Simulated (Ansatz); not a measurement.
TaSiAs:
```yaml
crystal:
  lattice:
    - [3.50122, 0.00000, 0.00000]
    - [0.00000, 3.50122, 0.00000]
    - [0.00000, 0.00000, 7.87638]
  atoms:
    - { symbol: Ta, position: [0.50000, 0.00000, 0.25466] }
    - { symbol: Ta, position: [0.00000, 0.50000, 0.74534] }
    - { symbol: Si, position: [0.00000, 0.00000, 0.00000] }
    - { symbol: Si, position: [0.50000, 0.50000, 0.00000] }
    - { symbol: As, position: [0.50000, 0.00000, 0.61230] }
    - { symbol: As, position: [0.00000, 0.50000, 0.38770] }
```

Relaxed with r²SCAN. Special points in fractions of this cell's reciprocal vectors: Γ (0.000, 0.000, 0.000); X (0.000, 0.500, 0.000); M (0.500, 0.500, 0.000); Z (0.000, 0.000, 0.500); R (0.000, 0.500, 0.500); A (0.500, 0.500, 0.500).

List the band energies nearest the Fermi level at these points for the program Ansatz at the r²SCAN level (PAW).

In eV from the Fermi level; about four levels below and three above (degenerate sets whole), none deeper than 8.9 eV; points with the same levels are listed once.

```tsv
k	below	above
Γ	-2.41 -2.41 -0.92 -0.53 -0.53	0.46 1.15 1.41
X	-2.36 -2.36 -1.41 -1.41	1.44 1.44 2.94 2.94
M	-3.15 -3.15 -2.82 -2.82	3.08 3.08 3.28 3.28
Z	-3.08 -2.94 -2.94 -1.39	0.25 0.25 0.31
R	-2.12 -2.12 -0.97 -0.97	1.77 1.77 1.90 1.90
A	-2.96 -2.96 -2.96 -2.96	1.06 1.06 3.08 3.08
```

Space group P4/nmm. The workflow started from a Materials Project entry (that database holds measured and hypothetical structures alike); the Crystallography Open Database files this formula in space group No. 129, but the cells were not matched. Its standing as an ambient phase is unchecked. The cell was relaxed with r²SCAN under the symmetry of its start; its stability against distortions is not shown here. No spin polarisation was allowed. Spin–orbit coupling is left out wherever it is not named.

Potentials: the earlier of the program's two PAW sets.
